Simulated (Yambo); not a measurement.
TlBr (CsCl type, space group Pm-3m, No. 221), G0W0@PBE (Yambo, plasmon pole, terminator in G, 4×4×4 mesh): gap X → X in eV by bands and screening block.

```tsv
bands (W and G)	3 Ry	6 Ry	9 Ry	12 Ry	15 Ry
57	?	3.17	3.21	3.24	3.25
98	?	3.18	3.24	3.28	3.29
149	3.05	3.18	3.26	3.30	3.32
215	3.05	3.18	3.26	?	3.34
284	3.05	3.18	3.26	3.32	3.35
```

Q: Estimate the withheld gaps from their neighbours; the computed values follow.

A: 
- 57, 3 Ry: 3.08
- 98, 3 Ry: 3.06
- 215, 12 Ry: 3.31

The largest settings aren't shown to be the converged limit.

Spin-orbit coupling is not included.

Geometry relaxed with PBEsol; primitive cell a = b = c = 3.9137 Å, α = β = γ = 90.00°.

The potentials are those of PseudoDojo's stringent table.
